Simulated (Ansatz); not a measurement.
Structure optimisation: iron, omega (AlB2-type)

Level of theory: DFT, BLYP, plane waves (420 eV) with PAW, scalar-relativistic (Ansatz). The PAW files were generated under PBE, with cores re-solved for the functional.

k-point mesh 9×9×13, Fermi-Dirac smearing 0.1 eV, no spin polarisation. Cell and atoms relax.

Starting structure:

```
Fe
1.0
     4.05246    0.00000    0.00000
    -2.02623    3.50953    0.00000
     0.00000    0.00000    2.48416
Fe
3
Direct
  0.00000 0.00000 0.00000
  0.33333 0.66667 0.50000
  0.66667 0.33333 0.50000
```

Question: The pressure at the start is -16.6 GPa. By how much does the volume change?

Answer: From 11.78 to 10.85 Å³ per atom, -7.8 %. The final cell has a = 3.906 Å, c = 2.464 Å (c/a = 0.631).

Question: How much energy does the relaxation gain?

Answer: 58.5 meV per atom.

Path of the relaxation (the plane waves are chosen anew near the end, which can shift the energy a little):

| step | E − E(final) (meV/atom) | V (Å³/atom) | P (GPa) | max force (eV/Å) |
| --- | --- | --- | --- | --- |
| 0 | 58.55 | 11.777 | -16.59 | 0.000 |
| 1 | 6.98 | 11.128 | -5.88 | 0.000 |
| 2 | -0.24 | 10.792 | 1.45 | 0.000 |
| 3 | -0.47 | 10.861 | -0.10 | 0.000 |
| 4 | -0.47 | 10.856 | 0.00 | 0.000 |
| 5 | 0.00 | 10.856 | -0.06 | 0.000 |
| 6 | 0.00 | 10.853 | 0.00 | 0.000 |
| 7 | 0.00 | 10.853 | 0.00 | 0.000 |

Spin polarisation is off here; a magnetic state may lie lower.
